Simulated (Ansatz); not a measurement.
## GaCuCCl4O: gradients before and after relaxing the atoms

Start: a refined structure from the COD, taken as it stands.

Space group P-1 (No. 2); a = 6.8769, b = 7.0155, c = 8.7594 Å, α = 81.00°, β = 69.45°, γ = 85.73°.

| site | Wyckoff | site symmetry | x | y | z |
| --- | --- | --- | --- | --- | --- |
| Ga | 2i | 1 | 0.2011 | 0.7558 | 0.7617 |
| Cu | 2i | 1 | 0.0238 | 0.7351 | 0.2185 |
| C | 2i | 1 | 0.2892 | 0.7746 | 0.2157 |
| Cl7 | 2i | 1 | 0.9274 | 0.7587 | 0.9805 |
| Cl9 | 2i | 1 | 0.7886 | 0.9692 | 0.3839 |
| Cl11 | 2i | 1 | 0.8436 | 0.4550 | 0.3785 |
| Cl13 | 2i | 1 | 0.4716 | 0.6950 | 0.8196 |
| O | 2i | 1 | 0.4415 | 0.8046 | 0.2211 |

One atom of each set is listed.

Method: Kohn–Sham DFT in Ansatz, PBE, plane waves and PAW, scalar-relativistic, 420 eV cutoff, Γ-centred 3×3×3 k-points, Fermi–Dirac smearing 0.02 eV.

The largest force at the start is 5.1 eV/Å. Relaxing the ions at fixed cell moves them by 0.115 Å at most (atom 14, Cl) and 0.071 Å rms. End positions:

Ga (0.2076, 0.7575, 0.7643)
Cu (0.0220, 0.7355, 0.2215)
C (0.2827, 0.7758, 0.2145)
Cl7 (0.9213, 0.7570, 0.9892)
Cl9 (0.7837, 0.9554, 0.3869)
Cl11 (0.8450, 0.4539, 0.3826)
Cl13 (0.4876, 0.6917, 0.8210)
O (0.4397, 0.8123, 0.2181)

| site | moved (Å) | first shell before | first shell after | V_zz before (10²¹ V/m²) | η before |
| --- | --- | --- | --- | --- | --- |
| Ga | 0.059 | 4 Cl at 2.09–2.17 Å | 4 Cl at 2.15–2.24 Å | -4.12 | 0.40 |
| Cu | 0.025 | 1 C at 1.86 Å, 3 Cl at 2.38–2.47 Å; also 1 O at 2.96 Å | 1 C at 1.81 Å, 3 Cl at 2.35–2.41 Å; also 1 O at 2.95 Å | -3.16 | 0.16 |
| C | 0.049 | 1 O at 1.10 Å, 1 Cu at 1.86 Å, angle 176° | 1 O at 1.14 Å, 1 Cu at 1.81 Å, angle 174° | -7.37 | 0.01 |
| Cl7 | 0.073 | 1 Ga at 2.17 Å, 1 Cu at 2.38 Å, angle 110° | 1 Ga at 2.24 Å, 1 Cu at 2.35 Å, angle 109° | 14.75 | 0.69 |
| Cl9 | 0.101 | 1 Ga at 2.13 Å, 1 Cu at 2.47 Å, angle 111° | 1 Ga at 2.22 Å, 1 Cu at 2.41 Å, angle 109° | 15.78 | 0.65 |
| Cl11 | 0.040 | 1 Ga at 2.17 Å, 1 Cu at 2.38 Å, angle 115° | 1 Ga at 2.23 Å, 1 Cu at 2.38 Å, angle 114° | 15.69 | 0.69 |
| Cl13 | 0.115 | 1 Ga at 2.09 Å | 1 Ga at 2.15 Å | 19.01 | 0.06 |
| O | 0.059 | 1 C at 1.10 Å | 1 C at 1.14 Å | -5.89 | 0.04 |

Question: How do the gradients change?

Answer: 

| site | V_zz after | η after | change of V_zz |
| --- | --- | --- | --- |
| Ga | -4.31 | 0.27 | -0.19 |
| Cu | -3.27 | 0.16 | -0.11 |
| C | -7.03 | 0.00 | +0.34 |
| Cl7 | 15.58 | 0.70 | +0.83 |
| Cl9 | 16.93 | 0.68 | +1.15 |
| Cl11 | 16.81 | 0.66 | +1.12 |
| Cl13 | 21.4 | 0.05 | +2.42 |
| O | -4.11 | 0.07 | +1.78 |

The largest change of V_zz is on Cl13, from 19.01 to 21.4. In per cent, |V_zz| changes by +5 on Ga, +3 on Cu, -5 on C, +6 to +13 on Cl, -30 on O (all sites that start above 0.5). On Cu V_xx and V_yy change places (or their axes turn by over 50°), so the two values of η hide a larger change. Forces this large mark an entry whose positions are poorly determined or wrongly transcribed.

The database entry as given showed forces above 3 eV/Å or a pressure above 30 GPa, though relaxing it moves no atom far.
Before: At this cell the principal stresses reach 7 GPa in size with PBE, which can matter for small gradients.
